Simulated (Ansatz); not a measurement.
NaH4IO2:
```
CELL_PARAMETERS angstrom
      5.87983     0.00000     0.00000
      1.04981     3.10514     6.30987
     -2.93254    -6.46677     0.00000
ATOMIC_POSITIONS crystal
  Na 0.67723 0.51760 0.85842
  Na 0.32277 0.48240 0.14158
  H  0.39511 0.85333 0.10925
  H  0.60489 0.14667 0.89075
  H  0.20806 0.71629 0.86773
  H  0.79194 0.28371 0.13227
  H  0.05455 0.85408 0.25934
  H  0.94545 0.14592 0.74066
  H  0.95898 0.72968 0.34439
  H  0.04102 0.27032 0.65561
  I  0.75615 0.77824 0.62361
  I  0.24385 0.22176 0.37639
  O  0.36617 0.70990 0.98616
  O  0.63383 0.29010 0.01384
  O  0.00188 0.71230 0.21888
  O  0.99812 0.28770 0.78112
```

The program Ansatz at the r²SCAN+D4 level (PAW) gives a gap of 4.37 eV without spin–orbit coupling, maximum off the standard path, at k = (0.281, 0.302, 0.281) in fractions of the reciprocal vectors, minimum at Γ.

What happens when spin–orbit coupling is switched on?

The gap decreases by 0.20 eV, to 4.17 eV; maximum at Γ, minimum at Γ.

Give the electron effective mass with spin–orbit coupling.

0.36, 0.39, 0.43 mₑ (principal values).

Give the hole effective mass with spin–orbit coupling.

0.91, 2.9, 14 mₑ (principal values).

Space group P-1. The workflow started from a Materials Project entry (that database holds measured and hypothetical structures alike); the Crystallography Open Database files this formula in space group No. 2, but the cells were not matched. Whether it is the stable phase at ambient conditions was not checked. The r²SCAN+D4 relaxation kept the symmetry of its start; whether a distortion lowers the energy is not shown.

Potentials: the later of the program's two PAW sets.
